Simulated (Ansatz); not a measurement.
A relaxed structure of AgCl is spoiled in several ways and relaxed again each time (noise and exchanges are one random draw each; pressure is positive under compression). The numbers are results of r2SCAN (plane waves to 500 eV, PAW, scalar-relativistic; Ansatz, a quantum-chemistry and plane-wave program), not measurements.

Space group Fm-3m (No. 225); a = 5.5450 Å, b = 5.5450 Å, c = 5.5450 Å, α = 90.00°, β = 90.00°, γ = 90.00°

```json
[
 {"atom": "Cl", "site": "4a", "symmetry": "m-3m", "x": "0.0000", "y": "0.0000", "z": "0.0000"},
 {"atom": "Ag", "site": "4b", "symmetry": "m-3m", "x": "0.5000", "y": "0.5000", "z": "0.5000"}
]
```
(The calculation used a cell of 2 atoms; values per cell refer to that cell.)

One start gave a first pressure of -1.3 GPa and released 0.014 eV/atom. Which change was it?
A) with every coordinate shifted by Gaussian noise of σ = 0.3 Å
B) with every coordinate shifted by Gaussian noise of σ = 0.2 Å
C) deformed by the Cartesian strain tensor (xx, yy, zz, yz, xz, xy) = (-0.013, -0.019, 0.077, -0.008, 0.030, -0.016)
D) doubled along one cell vector, shaken by Gaussian noise of σ = 0.08 Å a coordinate

C, deformed by the Cartesian strain tensor (xx, yy, zz, yz, xz, xy) = (-0.013, -0.019, 0.077, -0.008, 0.030, -0.016). All starts:

| change | first pressure (GPa) | first V (Å³/atom) | released (eV/atom) | moves | outcome | final group | E − E(parent) (eV/atom) |
|---|---|---|---|---|---|---|---|
| with every coordinate shifted by Gaussian noise of σ = 0.3 Å | 15.9 | 21.31 | 0.52 | 7 | returns to the parent | Fm-3m | 0.000 |
| with every coordinate shifted by Gaussian noise of σ = 0.2 Å | 4.5 | 21.31 | 0.12 | 4 | returns to the parent | Fm-3m | 0.000 |
| deformed by the Cartesian strain tensor (xx, yy, zz, yz, xz, xy) = (-0.013, -0.019, 0.077, -0.008, 0.030, -0.016) | -1.3 | 22.20 | 0.014 | 6 | returns to the parent | Fm-3m | 0.000 |
| doubled along one cell vector, shaken by Gaussian noise of σ = 0.08 Å a coordinate | 0.5 | 21.31 | 0.019 | 4 | returns to the parent | Fm-3m | 0.000 |

First-step values come from each run's starting, coarser k-mesh (7×7×7, 7×4×7). The runs use different k-meshes, so differences are rounded accordingly. No spin polarisation in the result.
